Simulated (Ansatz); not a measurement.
Rough cost of magnetic runs on W (Fm-3m) in Ansatz 0.2.0, 1 thread of Arm Neoverse V2, on a shared host.

```xyz
1
Lattice="0.0000 2.0300 2.0300 2.0300 0.0000 2.0300 2.0300 2.0300 0.0000" Properties=species:S:1:pos:R:3 pbc="T T T"
W     0.0000    0.0000    0.0000
```

| run | functional, mesh | k points solved | bands | iterations | wall time (s) | peak memory (GiB) |
| --- | --- | --- | --- | --- | --- | --- |
| PAW: free moments from the typed start | LDA, 12×12×12 | 72 | 12 | 13 | 3.5 | 0.26 |
| PAW: field of 1000 T on the spins | LDA, 12×12×12 | 72 | 12 | 11 | 2.1 | 0.26 |
| PAW: total moment held at 1.2 μB | LDA, 12×12×12 | 72 | 12 | 7 | 1.5 | 0.26 |
| LAPW: field of 500 T on the spins | LDA, 12×12×12 | 72 | 24 | 15 | 19 | 0.36 |
| LAPW: total moment held at 0.5 μB | LDA, 12×12×12 | 72 | 24 | 8 | 12 | 0.36 |
| LAPW: total moment held at 0 μB | LDA, 12×12×12 | 72 | 23 | 8 | 7.9 | 0.35 |
| PAW: no spin polarisation | LDA, 12×12×12 | 72 | 11 | 6 | 0.92 | 0.25 |
| PAW: total moment held at 0.8 μB | LDA, 12×12×12 | 72 | 12 | 7 | 1.4 | 0.26 |
| PAW: total moment held at 0.15 μB | LDA, 12×12×12 | 72 | 12 | 7 | 1.4 | 0.26 |

Problem. Roughly how much dearer is an iteration by LAPW than by PAW among the runs with the first row's mesh and spin treatment (collinear)?

Solution. About 6 times (medians of wall time over iterations; times from a shared host are rough).
